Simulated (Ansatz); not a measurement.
RuS₂ in space group Pa-3 (No. 205; Ru on 4a, S on 8c), LDA (plane waves, PAW; program Ansatz): ε∞ = 16.5, cell volume 170.93 Å³. Infrared-active transverse modes:

```csv
ω_TO (cm⁻¹),oscillator strength S_xx (e²/amu)
187.8,0.002786
249.7,0.03694
337.3,0.3862
371.9,0.05959
391.6,1.677
```

### Question
Compute the static dielectric constant.

### Answer
Each mode adds (4.921e7/V) S/ω²: 0.02, 0.17, 0.98, 0.12, 3.15. So ε0 = 21.0.

The LDA relaxation kept the symmetry of its start. No spin polarisation was allowed. Spin–orbit coupling is left out wherever it is not named.

Potentials: the later of the program's two PAW sets.
